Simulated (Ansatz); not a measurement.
Values for one crystal, relaxed and computed with DFT-r²SCAN in the program Ansatz with PAW potentials; other levels are named.

| Property | Value |
|---|---|
| Volume per atom | 8.21 Å³ |
| Electronic character | metallic (no gap) |
| Formation energy from the elements (no fitted shifts) | -0.010 eV/atom |
| Gap with spin–orbit coupling | none (metallic) |
| Bulk modulus (Birch–Murnaghan fit) | 252 GPa |
| Density of states at the Fermi level | 0.16 states/eV per atom (mean over ±0.08 eV) |
| Pressure derivative B′ | 4.8 |

Which compound is it?
(A) AlCrB, Cmcm (Al on 4c, B on 4c, Cr on 4c)
(B) B4Ru, Pnnm (Ru on 2d, B on 4g, B on 4g)
(C) AlCo3B, anti-perovskite
(D) AlRu2C, P6_3/mmc (Al on 2d, Ru on 4f, C on 2a)

B, B4Ru, Pnnm (Ru on 2d, B on 4g, B on 4g)

The start of the workflow was typed in or built on a structure type; neither database checked (COD, Materials Project) lists it. Its standing as an ambient phase is unchecked. The cell was relaxed with r²SCAN under the symmetry of its start; whether a distortion lowers the energy is not shown. No spin polarisation was allowed. The references are the lowest solids computed at this level, not always the standard phases. Scalar-relativistic: spin–orbit coupling is off unless named, which matters more the heavier the elements.

Potentials: the earlier of the program's two PAW sets. The files were generated under PBE; for other functionals the program regenerates the frozen cores, and for LDA and PBEsol the local potential too.
